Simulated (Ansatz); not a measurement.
Relaxed-ion elastic tensor of Be5Pt in space group F-43m (No. 216; Be on 4c, Be on 16e, Pt on 4a) in GPa (Voigt order), LDA (plane waves, PAW; program Ansatz); density 7.83 g/cm³, 8.48 Å³ per atom.

```tsv
	1	2	3	4	5	6
1	433	60.9	60.9	0.0	0.0	0.0
2	60.9	433	60.9	0.0	0.0	0.0
3	60.9	60.9	433	0.0	0.0	0.0
4	0.0	0.0	0.0	172	0.0	0.0
5	0.0	0.0	0.0	0.0	172	0.0
6	0.0	0.0	0.0	0.0	0.0	172
```

Task: Is the crystal mechanically stable?

Result: Yes: the smallest eigenvalue of C is 172 GPa.

Task: Work out the Voigt, Reuss and Hill averages.

Result: K_V = 185, K_R = 185, K_H = 185; G_V = 178, G_R = 177, G_H = 177 GPa.

Task: Give Young's modulus, Poisson's ratio, Pugh's ratio and the universal anisotropy index.

Result: E = 9KG/(3K + G) = 403 GPa; ν = 0.14; K/G = 1.04 (brittle by the Pugh limit of 1.75); A_U = 5G_V/G_R + K_V/K_R − 6 = 0.01.

Task: Estimate the sound speeds and the Debye temperature.

Result: v_l = √((K + 4G/3)/ρ) = 7330 m/s, v_t = √(G/ρ) = 4760 m/s, mean 5220 m/s; Θ = (h/k)(3n/4πV)^(1/3) v_m = 762 K.

Task: Give the Zener ratio and Young's modulus along [100], [110] and [111].

Result: A = 2C44/(C11 − C12) = 0.92; 1/E = S11 − 2(S11 − S12 − S44/2)Γ with Γ = 0, 1/4, 1/3 gives 418, 399, 394 GPa.

The first step of the workflow began from a Materials Project structure, measured or hypothetical; the Crystallography Open Database copy checked does not list it. With Be and Pt taken as one species the cell has the higher symmetry Fd-3m, so it may be an ordered model of a mixed-site phase. Its standing as an ambient phase is unchecked. Symmetry was held in the LDA relaxation; whether a distortion lowers the energy is not shown. The run is not spin-polarised. Spin–orbit coupling is left out wherever it is not named.

Potentials: the later of the program's two PAW sets.
